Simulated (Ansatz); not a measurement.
Mg₂Si (antifluorite type, space group Fm-3m)

```cif
data_Mg2Si
_chemical_formula_sum 'Si1 Mg2'
_space_group_name_H-M_alt 'P 1'
_space_group_IT_number 1
_cell_length_a 4.50049
_cell_length_b 4.50049
_cell_length_c 4.50049
_cell_angle_alpha 60.000
_cell_angle_beta 60.000
_cell_angle_gamma 60.000
loop_
_space_group_symop_operation_xyz
  'x, y, z'
loop_
_atom_site_label
_atom_site_type_symbol
_atom_site_fract_x
_atom_site_fract_y
_atom_site_fract_z
_atom_site_occupancy
Si1 Si 0.00000 0.00000 0.00000 1
Mg1 Mg 0.25000 0.25000 0.25000 1
Mg2 Mg 0.75000 0.75000 0.75000 1
```

The volume is varied about the relaxed value V₀ at fixed cell shape. Symmetry pins the atoms to their sites.

Method: PBE (plane waves to 420 eV, PAW, scalar-relativistic; Ansatz, an electronic-structure program). k mesh 9×9×9 (Γ-centred), Fermi-Dirac smearing 0.05 eV. E stands for the smeared free energy. Compression counts positive. Mg2Si was relaxed with its symmetry unable to fall. The zero of ΔE is the relaxed starting cell.

| V (Å³/cell) | ΔE (meV/atom) | P (GPa) |
|---|---|---|
| 60.59 | (withheld) | 3.79 |
| 61.36 | 9.1 | 2.94 |
| 62.14 | 5.0 | 2.13 |
| 62.91 | (withheld) | 1.38 |
| 63.68 | 0.5 | 0.67 |
| 64.46 | 0.0 | 0.00 |
| 65.23 | 0.5 | -0.63 |
| 66.00 | (withheld) | -1.22 |
| 66.78 | 4.4 | -1.78 |
| 67.55 | (withheld) | -2.30 |
| 68.32 | 11.8 | -2.80 |

Q: What belongs in the gaps?

A: 
- 60.59, ΔE (meV/atom): 14.5
- 62.91, ΔE (meV/atom): 2.2
- 66.00, ΔE (meV/atom): 2.0
- 67.55, ΔE (meV/atom): 7.7

(A scan under strain: stresses follow from slopes of the energy per volume, elastic moduli from its curvatures.)
